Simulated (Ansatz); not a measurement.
A relaxed cell of Er5Br is given with its symmetry left out. The cell was found from a structure generator's guess, not taken from experiment.

Level of theory: DFT PBE, scalar-relativistic, plane waves, PAW, and for the lanthanide a 4f-in-core norm-conserving potential (Ansatz). Cutoff 770 eV, Γ-centred mesh, Gaussian smearing, no spin polarisation.

```cif
data_structure
_symmetry_space_group_name_H-M 'P 1'
_symmetry_Int_Tables_number 1
_cell_length_a 5.8525
_cell_length_b 5.8525
_cell_length_c 6.2358
_cell_angle_alpha 90.000
_cell_angle_beta 90.000
_cell_angle_gamma 120.000
_cell_volume 184.97
loop_
_atom_site_label
_atom_site_type_symbol
_atom_site_fract_x
_atom_site_fract_y
_atom_site_fract_z
_atom_site_occupancy
Er1 Er 0.33333 0.66667 0.00000 1
Er2 Er 0.66667 0.33333 0.00000 1
Er3 Er 0.33333 0.66667 0.50000 1
Er4 Er 0.66667 0.33333 0.50000 1
Er5 Er 0.00000 0.00000 0.50000 1
Br1 Br 0.00000 0.00000 0.00000 1
```

Energies over the elements count from the elements' standard structures at the same level, with no fitted energy shifts. The references include crystalline Br.

(1) What space group does it have?

(2) How far does it lie from the elements in energy?

(3) Is it a metal?

## Answers

(1) P6/mmm (No. 191). Conventional cell: a = 5.852 Å, c = 6.236 Å. Around Er on a site of symmetry -6m2 lie 2 Er at 3.12 Å, 3 Br at 3.38 Å and 3 Er at 3.38 Å; Er on a second site of symmetry -6m2 has 2 Er at 3.12 Å and 6 Er at 3.38 Å; Er on a site of symmetry 6/mmm has 2 Br at 3.12 Å and 6 Er at 3.38 Å; around Br lie 2 Er at 3.12 Å and 6 Er at 3.38 Å.

(2) +0.20 eV/atom. It can't be a ground state, since the elements alone are lower.

(3) Yes, bands cross the Fermi level on the 6×6×6 mesh.

The last run used a 6×6×6 mesh for its 6-atom cell and Gaussian smearing of 0.10 eV. The reference form of Br is held partly by dispersion forces, which this level lacks. Symmetry constrained the relaxation, so the result can be a saddle point.

The lanthanide is trivalent by construction, without f bands, f moments or other valences. The reference runs of the other elements, and any phases without the lanthanide, used 420 eV, which shifts energies against them by under 10 meV/atom. The lanthanide's reference is the lowest of its hcp, dhcp and fcc cells.
